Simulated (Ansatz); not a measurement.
Level of theory: DFT PBE, scalar-relativistic, plane waves, PAW (Ansatz 0.2.0). All cells share a 420 eV cutoff and Γ-centred k meshes spaced at most about 0.3 Å⁻¹ (about 0.25 or finer for metals, 2π included). No spin polarisation in the final relaxations.

Temperature and zero-point effects are left out.

Two forms of Hf3GeRu were relaxed alike.

A.

```cif
data_structure
_symmetry_space_group_name_H-M 'P6_3/mmc'
_symmetry_Int_Tables_number 194
_cell_length_a 7.2097
_cell_length_b 7.2097
_cell_length_c 4.6146
_cell_angle_alpha 90.000
_cell_angle_beta 90.000
_cell_angle_gamma 120.000
_cell_volume 207.73
loop_
_atom_site_label
_atom_site_type_symbol
_atom_site_symmetry_multiplicity
_atom_site_Wyckoff_symbol
_atom_site_fract_x
_atom_site_fract_y
_atom_site_fract_z
_atom_site_occupancy
Hf1 Hf 6 h 0.19498 0.80502 0.25000 1
Ge1 Ge 2 a 0.00000 0.00000 0.00000 1
Ru1 Ru 2 d 0.33333 0.66667 0.75000 1
```

B.

```cif
data_structure
_symmetry_space_group_name_H-M 'Pm-3m'
_symmetry_Int_Tables_number 221
_cell_length_a 4.8678
_cell_length_b 4.8678
_cell_length_c 4.8678
_cell_angle_alpha 90.000
_cell_angle_beta 90.000
_cell_angle_gamma 90.000
_cell_volume 115.34
loop_
_atom_site_label
_atom_site_type_symbol
_atom_site_symmetry_multiplicity
_atom_site_Wyckoff_symbol
_atom_site_fract_x
_atom_site_fract_y
_atom_site_fract_z
_atom_site_occupancy
Hf1 Hf 3 d 0.50000 0.00000 0.00000 1
Ge1 Ge 1 a 0.00000 0.00000 0.00000 1
Ru1 Ru 1 b 0.50000 0.50000 0.50000 1
```

Task: Which form is favoured at zero pressure, and by what margin per atom?

Result: A is lower, by 0.60 eV/atom. A has space group P6_3/mmc (No. 194), 20.8 Å³/atom and no gap on its mesh; B has the antiperovskite type, space group Pm-3m (No. 221), 23.1 Å³/atom and no gap. A holds Ge–Ge chains (shortest 2.31 Å); in B the shortest Ge–Ge distance is 4.87 Å. The denser one is the lower, and pressure would at first widen the difference. Even the lower one lies +0.16 eV/atom against the reference forms of the elements (uncorrected), so neither is stable at this level. In A, Hf is surrounded by 2 Ge at 2.69 Å, 2 Ru at 2.88 Å, 2 Hf at 2.99 Å and 4 Hf at 3.35 Å; Ge has 2 Ge at 2.31 Å and 6 Hf at 2.69 Å; around Ru lie 6 Hf at 2.88 Å. In B, Hf has 2 Ge at 2.43 Å, 4 Ru at 3.44 Å and 8 Hf at 3.44 Å; Ge has 6 Hf at 2.43 Å; around Ru lie 12 Hf at 3.44 Å. Both come from invented guesses.

Spin–orbit coupling, which can matter for Hf, is left out. Cells relaxed within their symmetry can be saddle points.
